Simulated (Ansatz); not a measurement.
## Relaxing rhodium (diamond)

Computed with DFT, m-r2SCAN, plane waves (500 eV) with PAW, scalar-relativistic in Ansatz. The PAW files were generated under PBE, with cores re-solved for the functional.

k-point mesh 10×10×10, Fermi-Dirac smearing 0.05 eV, starting moments 1.00 ×2 μB. Cell and atoms relax.

Starting structure:

```yaml
crystal:
  lattice:
    - [0.00000, 2.64786, 2.64786]
    - [2.64786, 0.00000, 2.64786]
    - [2.64786, 2.64786, 0.00000]
  atoms:
    - { symbol: Rh, position: [0.12500, 0.12500, 0.12500] }
    - { symbol: Rh, position: [0.87500, 0.87500, 0.87500] }
```

Problem. The pressure at the start is 16.8 GPa. By how much does the volume change?

Solution. From 18.56 to 20.37 Å³ per atom, 9.7 %. The final cell has a = 5.462 Å.

Problem. How much energy does the relaxation gain?

Solution. 86.8 meV per atom.

Path of the relaxation (the plane waves are chosen anew near the end, which can shift the energy a little):

| step | E − E(final) (meV/atom) | V (Å³/atom) | P (GPa) | max force (eV/Å) |
| --- | --- | --- | --- | --- |
| 0 | 86.80 | 18.565 | 16.83 | 0.000 |
| 1 | 2.71 | 20.691 | -2.16 | 0.000 |
| 2 | 0.54 | 20.425 | -0.37 | 0.000 |
| 3 | 0.47 | 20.372 | 0.00 | 0.000 |
| 4 | 0.00 | 20.372 | 0.02 | 0.000 |

Problem. Which magnetic state does it end in?

Solution. non-magnetic.

m-r²SCAN is r²SCAN on the gauge-invariant kinetic-energy density; without spin polarisation the two are equal.
